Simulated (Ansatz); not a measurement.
Starting structure of a cell relaxation (symmetry kept):

```
Cu
1.0
     0.00000    1.81487    1.81487
     1.81487    0.00000    1.81487
     1.81487    1.81487    0.00000
Cu
1
Cartesian
  0.0000 0.0000 0.0000
```

All numbers below come from Ansatz 0.2.0, DFT LDA, scalar-relativistic, plane waves, PAW.

Plane waves to 420 eV, a k mesh through Γ of 20×20×20 on the computed 1-atom cell and Gaussian smearing (0.10 eV); no spin polarisation.

Problem. What does it relax to?

Solution. The volume falls by 1.07 Å³/atom to 10.89 Å³/atom, and the energy falls by 51.1 meV/atom. Final structure:
```
Cu
1.0
     0.00000    1.75912    1.75912
     1.75912    0.00000    1.75912
     1.75912    1.75912    0.00000
Cu
1
Direct
  0.00000 0.00000 0.00000
```

Cost: 1 run of about 0.31 core-minutes, on Arm Neoverse V1 (shared hosts).